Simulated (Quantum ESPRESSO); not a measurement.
W6LiNb, input and log of a self-consistent run

Computed values, not a measurement. The program is pw.x of Quantum ESPRESSO 7.5 (plane-wave density functional theory). The cell is made up: eight metal atoms on a face-centred cubic lattice, with elements, volume, strain and displacements drawn at random and not relaxed, so it may be unstable or far from any real phase. PseudoDojo standard norm-conserving files set the functional (PBE unless stated); there is no spin polarisation or spin-orbit coupling, the Fermi-Dirac width of 0.25 eV means electrons at about 2900 K, and the masses in the input are unused placeholders. Heavy elements are run without spin-orbit coupling, which real alloys of them have. A spin test at this wide smearing found no moment, but such smearing suppresses magnetism that the real alloy may have.

Input:

```
&control calculation='scf', pseudo_dir='./dojo.nc.sr.pbe.v0_5.standard.upf', outdir='./o', disk_io='medium', tprnfor=.true., tstress=.true. /
&system ibrav=0, nat=8, ntyp=3, nbnd=67, ecutwfc=82.02448710, nosym=.true., tot_charge=0,
 occupations='smearing', smearing='fd', degauss=0.0183746611
/
&electrons conv_thr=1.470e-08, electron_maxstep=70, mixing_beta=0.5 /
ATOMIC_SPECIES
Li 1.0 Li.upf
Nb 1.0 Nb.upf
W 1.0 W.upf
CELL_PARAMETERS angstrom
2.0785 4.1571 2.0785
2.0785 -4.1571 2.0785
2.0785 0.0 -6.2355
ATOMIC_POSITIONS angstrom
W 0.0071 -0.0147 -0.0697
W 2.1336 -2.0622 -0.0162
W 2.0357 0.0823 -2.0676
W 4.1149 -2.1895 -2.0283
Li 2.0054 -0.0036 2.1256
W 2.0609 2.181 -0.037
W 4.0838 -0.0405 -0.1147
Nb 4.1741 2.0765 -2.1262
K_POINTS automatic
5 5 4 1 1 1
```

The log is shortened where brackets say so; the opening notice, blank lines, dates and the lines on written files are dropped, and the path of the files is cut. It prints rydbergs, bohrs and kilobars, and counts compression as positive stress. Its total energy is the free energy E - TS of the whole cell.

```
     Program PWSCF v.7.5
     Parallel version (MPI & OpenMP), running on       1 processor cores
     Number of MPI processes:                 1
     Threads/MPI process:                     1
     [start-up lines left out]
     bravais-lattice index     =            0
     lattice parameter (alat)  =       9.6212  a.u.
     unit-cell volume          =     969.5654 (a.u.)^3
     number of atoms/cell      =            8
     number of atomic types    =            3
     number of electrons       =       100.00
     number of Kohn-Sham states=           67
     kinetic-energy cutoff     =      82.0245  Ry
     charge density cutoff     =     328.0979  Ry
     scf convergence threshold =      1.5E-08
     mixing beta               =       0.5000
     number of iterations used =            8  plain     mixing
     Exchange-correlation= PBE
                           (   1   4   3   4   0   0   0)
     [axes and pseudopotential details left out]
   Cartesian axes
     site n.     atom                  positions (alat units)
         1        W      tau(   1) = (   0.0013945  -0.0028873  -0.0136899  )
         2        W      tau(   2) = (   0.4190640  -0.4050402  -0.0031819  )
         3        W      tau(   3) = (   0.3998353   0.0161647  -0.4061009  )
         4        W      tau(   4) = (   0.8082146  -0.4300434  -0.3983819  )
         5        Li     tau(   5) = (   0.3938840  -0.0007071   0.4174927  )
         6        W      tau(   6) = (   0.4047849   0.4283739  -0.0072672  )
         7        W      tau(   7) = (   0.8021061  -0.0079547  -0.0225284  )
         8        Nb     tau(   8) = (   0.8198421   0.4078489  -0.4176106  )
     number of k points=    50  Fermi-Dirac smearing, width (Ry)=  0.0184
                       cart. coord. in units 2pi/alat
        k(    1) = (   0.2602625   0.0000000  -0.0153096), wk =   0.0400000
        k(    2) = (   0.4133580   0.0000000  -0.1684051), wk =   0.0400000
     [further k points left out]
     Dense  grid:    97225 G-vectors     FFT dimensions: (  60,  60,  72)
     Estimated max dynamical RAM per process >     178.30 MB
     Initial potential from superposition of free atoms
     starting charge      99.9900, renormalised to     100.0000
     Starting wfcs are   72 randomized atomic wfcs
     total cpu time spent up to now is       41.6 secs
     per-process dynamical memory:   107.3 Mb
     Self-consistent Calculation
     iteration #  1     ecut=    82.02 Ry     beta= 0.50
     Davidson diagonalization with overlap
     ethr =  1.00E-02,  avg # of iterations =  2.8
     Threshold (ethr) on eigenvalues was too large:
     Diagonalizing with lowered threshold
     Davidson diagonalization with overlap
     ethr =  6.55E-04,  avg # of iterations =  3.7
     total cpu time spent up to now is      239.1 secs
     total energy              =   -1048.65296427 Ry
     estimated scf accuracy    <       0.71657698 Ry
     iteration #  2     ecut=    82.02 Ry     beta= 0.50
     Davidson diagonalization with overlap
     ethr =  7.17E-04,  avg # of iterations =  4.8
     total cpu time spent up to now is      326.8 secs
     total energy              =   -1048.30420535 Ry
     estimated scf accuracy    <       5.06347275 Ry
     iteration #  3     ecut=    82.02 Ry     beta= 0.50
     Davidson diagonalization with overlap
     ethr =  7.17E-04,  avg # of iterations =  2.3
     total cpu time spent up to now is      391.6 secs
     total energy              =   -1048.85084164 Ry
     estimated scf accuracy    <       0.33467231 Ry
     iteration #  4     ecut=    82.02 Ry     beta= 0.50
     Davidson diagonalization with overlap
     ethr =  3.35E-04,  avg # of iterations =  2.1
     total cpu time spent up to now is      448.3 secs
     total energy              =   -1048.85927263 Ry
     estimated scf accuracy    <       0.56713096 Ry
     iteration #  5     ecut=    82.02 Ry     beta= 0.50
     Davidson diagonalization with overlap
     ethr =  3.35E-04,  avg # of iterations =  1.0
     total cpu time spent up to now is      506.5 secs
     total energy              =   -1048.90395266 Ry
     estimated scf accuracy    <       0.01232361 Ry
     [iterations 6 to 12 left out]
     iteration # 13     ecut=    82.02 Ry     beta= 0.50
     Davidson diagonalization with overlap
     ethr =  2.20E-10,  avg # of iterations =  6.2
     total cpu time spent up to now is     1069.0 secs
     total energy              =   -1048.90759980 Ry
     estimated scf accuracy    <       0.00000009 Ry
     iteration # 14     ecut=    82.02 Ry     beta= 0.50
     Davidson diagonalization with overlap
     ethr =  9.05E-11,  avg # of iterations =  3.2
     total cpu time spent up to now is     1123.2 secs
     total energy              =   -1048.90759980 Ry
     estimated scf accuracy    <       0.00000025 Ry
     iteration # 15     ecut=    82.02 Ry     beta= 0.50
     Davidson diagonalization with overlap
     ethr =  9.05E-11,  avg # of iterations =  2.0
     total cpu time spent up to now is     1182.2 secs
     total energy              =   -1048.90759982 Ry
     estimated scf accuracy    <       0.00000002 Ry
     iteration # 16     ecut=    82.02 Ry     beta= 0.50
     Davidson diagonalization with overlap
     ethr =  2.17E-11,  avg # of iterations =  2.1
     total cpu time spent up to now is     1247.3 secs
     total energy              =   -1048.90759983 Ry
     estimated scf accuracy    <       0.00000002 Ry
     iteration # 17     ecut=    82.02 Ry     beta= 0.50
     Davidson diagonalization with overlap
     ethr =  2.02E-11,  avg # of iterations =  1.0
     total cpu time spent up to now is     1312.4 secs
     End of self-consistent calculation
     [lines on levels left out]
!    total energy              =   -1048.90759983 Ry
     estimated scf accuracy    <          1.4E-09 Ry
     smearing contrib. (-TS)   =      -0.13628451 Ry
     internal energy E=F+TS    =   -1048.77131532 Ry
     The total energy is F=E-TS. E is the sum of the following terms:
     one-electron contribution =    -219.91993971 Ry
     hartree contribution      =     150.61544225 Ry
     xc contribution           =    -227.34524883 Ry
     ewald contribution        =    -752.12156903 Ry
     convergence has been achieved in  17 iterations
     Forces acting on atoms (cartesian axes, Ry/au):
     atom    1 type  3   force =     0.00659776   -0.00040594    0.00882646
     atom    2 type  3   force =    -0.00849312   -0.00654082   -0.01946346
     atom    3 type  3   force =    -0.00812357   -0.01960233   -0.00559175
     atom    4 type  3   force =    -0.00277812    0.00999406   -0.02174299
     atom    5 type  1   force =     0.01222372    0.00041849   -0.01097397
     atom    6 type  3   force =    -0.00160001   -0.01041794    0.02028747
     atom    7 type  3   force =    -0.00518071    0.01294620    0.01975603
     atom    8 type  2   force =     0.00735405    0.01360827    0.00890220
     Total force =     0.058079     Total SCF correction =     0.000111
     Computing stress (Cartesian axis) and pressure
          total   stress  (Ry/bohr**3)                   (kbar)     P=     -160.65
  -0.00102606  -0.00002394  -0.00004204         -150.94       -3.52       -6.18
  -0.00002394  -0.00112508  -0.00002327           -3.52     -165.50       -3.42
  -0.00004204  -0.00002327  -0.00112509           -6.18       -3.42     -165.51
     init_run     :     37.56s CPU     41.45s WALL (       1 calls)
     electrons    :   1207.67s CPU   1270.81s WALL (       1 calls)
     forces       :     16.10s CPU     16.24s WALL (       1 calls)
     stress       :     56.00s CPU     57.50s WALL (       1 calls)
     [timing details left out]
     PWSCF        :  21m57.79s CPU  23m 7.91s WALL
     JOB DONE.
```

In other units: free energy -14271.115 eV for the cell, pressure -16.06 GPa, largest force component 0.559 eV/Å in size. The run took 1390 s of wall time with one process on a shared machine (AMD EPYC, Zen 5, virtual cores), so the time is rough. A rerun of this cell at a higher cutoff and on a denser mesh moved values by no more than 0.003 eV in energy, 0.07 GPa in stress and 0.004 eV/Å in force, and a second program with other atomic files agreed on that cell to 2 % rms in force and 0.5 GPa in pressure.